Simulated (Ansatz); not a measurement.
RbCNO:
```
RbCNO
1.0
   -3.69305     3.12165     3.15355
    3.69305    -3.12165     3.15355
    3.69305     3.12165    -3.15355
Rb C N O
2 2 2 2
Direct
  0.24833   0.24833   0.00000
  0.24833   0.74833   0.50000
  0.75015   0.00141   0.24874
  0.75267   0.50141   0.75126
  0.75282   0.13652   0.11630
  0.02023   0.63652   0.88370
  0.74946   0.86374   0.38573
  0.47801   0.36374   0.61427
```

Relaxed with r²SCAN.

Problem. Map the valence electron density (e/Å³), cut off at 1 on the plane through (0.248, 0.248, 0.000) spanned by u = [1, 0, 0] and v = [0, 1, -1] in lattice vectors, from DFT-r²SCAN in the program Ansatz with PAW potentials.

Solution. x is the fraction of u, y of v (the angle between them is 90°; rows are the nearest grid lines); atoms in the plane: Rb at (0.00, 0.00), Rb at (0.00, 0.50), C at (0.50, 0.75), C at (0.50, 0.25), N at (0.50, 0.89), O at (0.50, 0.61).
```
|899996200001122221100002699998|
|999984100124899998421001389999|
|999952100137999999731001249999|
|332110000149999999942100011233|
|000000000137999999831000000000|
|000000000136999999731000000000|
|000000000126999999631000000000|
|000000000125999999521000000000|
|110000000139999999931000000011|
|986421000149999999941000124689|
|999952100137999999731001259999|
|999995200001346643110002599999|
|999995200000000000000002599999|
|999952100000000000000001249999|
|986421000000000000000000124689|
|110000000111223333221100000011|
|000000123467999999975321000000|
|000000135899999999998532100000|
|000000124799999999997431000000|
|000000011233456665432210000000|
|332110000000011111100000011233|
|999952100000000000000001259999|
|999983100000000000000001489999|
|899996200001122221100002699998|
```
Scale: ten equal steps from 0.009 (start of '0') to 1.00 (end of '9'), in the order '0123456789'; x runs from 0.000 to 1.00, y from 0.000 (bottom) to 1.00 (top).

The density is the valence pseudo-density with augmentation charge, so density and ELF within about 1 Å of a nucleus are not all-electron values.

Space group Ima2. The first step of the workflow began from a Materials Project structure, measured or hypothetical; the Crystallography Open Database copy checked does not list it. With N and O taken as one species the cell has the higher symmetry I4/mcm, so it may be an ordered model of a mixed-site phase. Whether it is the stable phase at ambient conditions was not checked. The r²SCAN relaxation kept the symmetry of its start; its stability against distortions is not shown here.

Potentials: the later of the program's two PAW sets.
